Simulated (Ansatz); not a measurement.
A generator proposed this cell of Zn2SbO3.

```xyz
6
Lattice="4.9877 0.0000 0.0000 -2.4939 4.3195 0.0000 0.0000 0.0000 3.8904" Properties=species:S:1:pos:R:3 pbc="T T T"
Zn    0.0000    2.8797    0.0000
Zn    2.4939    1.4398    0.0000
Sb    0.0000    0.0000    0.0000
O     2.4939    0.0000    0.0000
O    -1.2469    2.1597    0.0000
O     1.2469    2.1597    0.0000
```

Computed with DFT PBE, scalar-relativistic, plane waves, PAW in Ansatz. Plane waves to 420 eV, a k mesh through Γ of 6×6×4 on the computed 6-atom cell and Gaussian smearing (0.10 eV); no spin polarisation.

Energies over the elements count from the elements' standard structures at the same level (O₂ as a molecule), with no fitted energy shifts.

Task: Estimate its pressure, forces and energy as it stands.

Result: The pressure is 138.3 GPa (the mean over three directions, positive in compression), the largest force is 0.00 eV/Å (symmetry fixes the atoms), and the energy is +2.88 eV/atom against the elements. The shortest distance is 1.44 Å.

Task: Is it a good guess?

Result: A poor one: relaxing gains about 3.3 eV/atom (the start's value is from the coarse mesh, so the gain is rough) in 23 ionic steps and ends at −0.41 eV/atom on the finer mesh. The symmetry stays P6/mmm (No. 191). The volume per atom grows by 30.5 %, from 14.0 to 18.2 Å³. The shortest distance goes from 1.44 Å (Zn–O) to 1.81 Å (Zn–O). The ratio c/a of the conventional cell changes by a factor of 0.66. Conventional cell: a = 6.253 Å, c = 3.231 Å. Around Zn lie 3 O at 1.81 Å, 2 Zn at 3.23 Å, 3 Zn at 3.61 Å and 3 Sb at 3.61 Å; Sb has 6 O at 3.13 Å, 2 Sb at 3.23 Å and 6 Zn at 3.61 Å; around O lie 2 Zn at 1.81 Å, 2 Sb at 3.13 Å and 6 O at 3.13–3.23 Å.

The last run used a 6×6×12 mesh (in the run's order of axes) for its 6-atom cell and Gaussian smearing of 0.10 eV. These runs have no spin–orbit coupling, which can matter for Sb. An odd number of electrons in the primitive cell allows no gap without spin; a larger cell or a magnetic state could open one. The relaxation can't lower the symmetry of the start, and the grade says only how near the guess is to its own end. Symmetry constrained the relaxation, so the result can be a saddle point. Another cell of Zn2SbO3 relaxed alike, in P-4m2, lies 0.32 eV/atom lower, so this cell isn't the stable form at this level.
